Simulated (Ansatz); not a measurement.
Here is the system:

Bi₂MgTe₃:
```
CELL_PARAMETERS angstrom
      4.19689     0.00000     0.00000
     -2.09844     3.63461     0.00000
      0.00000     0.00000    11.98083
ATOMIC_POSITIONS crystal
  Te 0.33333 0.66667 0.64017
  Bi 0.66667 0.33333 0.82238
  Te 0.00000 0.00000 0.00000
  Bi 0.33333 0.66667 0.17762
  Te 0.66667 0.33333 0.35983
  Mg 0.00000 0.00000 0.50000
```

This is the r²SCAN+D4-relaxed structure.

**Question.** All from r²SCAN+D4 (plane waves, PAW; program Ansatz), unless another level is named. Give the electronic character.

**Answer.** metallic (no gap).

**Question.** Next, the formation energy from the elements (no fitted shifts)?

**Answer.** -0.29 eV/atom.

**Question.** And the gap with spin–orbit coupling?

**Answer.** none (metallic).

Space group P-3m1. A made-up cell: these elements were put on the sites of a structure type; neither database checked (COD, Materials Project) lists it. Whether it is the stable phase at ambient conditions was not checked. The r²SCAN+D4 relaxation kept the symmetry of its start; its stability against distortions is not shown here. The references are the lowest solids computed at this level, not always the standard phases. Spin–orbit coupling is left out wherever it is not named.

Potentials: the later of the program's two PAW sets.
